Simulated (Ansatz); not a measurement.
GaAs:
```yaml
crystal:
  lattice:
    - [0.00000, 2.69657, 2.69657]
    - [2.69657, 0.00000, 2.69657]
    - [2.69657, 2.69657, 0.00000]
  atoms:
    - { symbol: As, position: [0.00000, 0.00000, 0.00000] }
    - { symbol: Ga, position: [0.50000, 0.50000, 0.50000] }
```

Relaxed with PBE. Special points in fractions of this cell's reciprocal vectors: Γ (0.000, 0.000, 0.000); X (0.500, 0.000, 0.500); U (0.625, 0.250, 0.625); K (0.375, 0.375, 0.750); L (0.500, 0.500, 0.500); W (0.500, 0.250, 0.750).

Question: List the band energies nearest the Fermi level at these points for PBE with spin–orbit coupling in the plane-wave PAW code Ansatz.

Answer: In eV from the Fermi level; about four levels below and three above (degenerate sets whole), none deeper than 8.9 eV; points with the same levels are listed once.

```json
[
 {"k": "Γ", "below": "-0.20 -0.20 -0.15 -0.15", "above": "0.15 0.15 0.15 0.15"},
 {"k": "X", "below": "-2.61 -2.61 -2.43 -2.43", "above": "3.62 3.62 9.81 9.81"},
 {"k": "U", "below": "-1.85 -1.85 -0.47 -0.47", "above": "6.00 6.00 6.94 6.94"},
 {"k": "L", "below": "-7.58 -7.58", "above": "0.13 0.13 0.34 0.34"},
 {"k": "W", "below": "-4.35 -4.35 -4.29 -4.29", "above": "2.33 2.33 4.05 4.05"}
]
```

Space group Fm-3m (rock salt). The start of the workflow was typed in or built on a structure type; neither database checked (COD, Materials Project) lists it. It is not the phase usual at ambient conditions (space group No. 216). Symmetry was held in the PBE relaxation; whether a distortion lowers the energy is not shown. The volume moved by 18 % from the start of the relaxation.

Potentials: the later of the program's two PAW sets.
